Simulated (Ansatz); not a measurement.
Starting cell, K (bcc, W type):

```xyz
2
Lattice="-5.2794 5.2794 5.2794 2.6397 -2.6397 2.6397 2.6397 2.6397 -2.6397" Properties=species:S:1:pos:R:3 pbc="T T T"
K      0.0000     0.0000     0.0000
K      2.6397     2.6397     2.6397
```

The atoms are displaced by Q × the pattern below (from a DFPT mode at N = (0.5, 0.0, 0.0), largest move 1; Q in Å), at fixed cell. (q is in reciprocal vectors of the primitive cell; the cell shown is doubled to hold the pattern.)

```json
[
 {"atom": "K1", "x": "1.000", "y": "0.000", "z": "0.000"},
 {"atom": "K2", "x": "-1.000", "y": "0.000", "z": "0.000"}
]
```

Method: PBE (plane waves to 420 eV, PAW, scalar-relativistic; Ansatz, a first-principles code). k mesh 13×13×13 (Γ-centred), Fermi-Dirac smearing 0.05 eV. The energy includes the smearing's −TS. With partly filled bands, energies and forces of such displacements shift with the k mesh and the smearing. K was relaxed with its symmetry unable to fall. The zero of ΔE is the undisplaced structure. The last digit holds for this mesh only.

| Q (Å) | ΔE (meV/cell) |
|---|---|
| -0.2800 | 27.03 |
| -0.2333 | withheld |
| -0.1867 | 12.23 |
| -0.1400 | 6.92 |
| -0.0933 | 3.09 |
| -0.0467 | 0.77 |
| 0.0000 | 0.00 |
| 0.0467 | 0.77 |
| 0.0933 | 3.09 |
| 0.1400 | 6.92 |
| 0.1867 | 12.23 |
| 0.2333 | withheld |
| 0.2800 | 27.03 |

Task: Fit an even polynomial form (powers 2, 4) to the given rows and predict ΔE at Q = -0.2333.

Result: Least squares on the 11 given rows: ΔE = (355.8)·Q² + (-140.7)·Q⁴, in meV/cell with Q in Å; root-mean-square residual 0.003 meV/cell. At -0.2333 the fit gives 18.95 meV/cell; the calculation gives 18.95 meV/cell, the same to the digits shown. The quadratic term alone would give 19.37 meV/cell.

(For displaced atoms, the force is minus the slope of the energy, and its curvature is a force constant, which sets phonon frequencies.)
